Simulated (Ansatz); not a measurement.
Zone-centre modes in K$_{2}$RbYF$_{6}$

Method: Ansatz 0.2.0, DFT PBEsol, scalar-relativistic, plane waves, PAW. Cutoff 420 eV, Γ-centred 4×4×4 k-points, Gaussian smearing of 0.05 eV. No spin polarisation.

Zero of the scan (relaxed at this level; it needn't be the usual structure):

```
K Rb Y F
1.0
     0.00000    4.75156    4.75156
     4.75156    0.00000    4.75156
     4.75156    4.75156    0.00000
K Rb Y F
2 1 1 6
Cartesian
  7.1273 7.1273 7.1273
  2.3758 2.3758 2.3758
  4.7516 4.7516 4.7516
  0.0000 0.0000 0.0000
  2.1482 4.7516 4.7516
  4.7516 4.7516 2.1482
  7.3550 4.7516 4.7516
  4.7516 2.1482 4.7516
  4.7516 7.3550 4.7516
  4.7516 4.7516 7.3550
```

Harmonic modes by finite displacements of 0.02 Å, without the LO–TO term.

At this geometry, is the structure stable against these modes?

No: 12 modes are unstable, the strongest at 111i cm⁻¹.

List the wavenumbers in cm⁻¹.

111i, 111i, 111i, 88i, 88i, 88i, 75i, 75i, 75i, 54i, 54i, 54i, 0, 0, 0, 116, 116, 116, 181, 181, 181, 188, 188, 188, 409, 409, 419, 419, 419, 502.

Cost: 1 run of about 2.4 core-minutes, on Intel Xeon Processor @ 2.50GHz (Skylake/Cascade Lake) (shared hosts).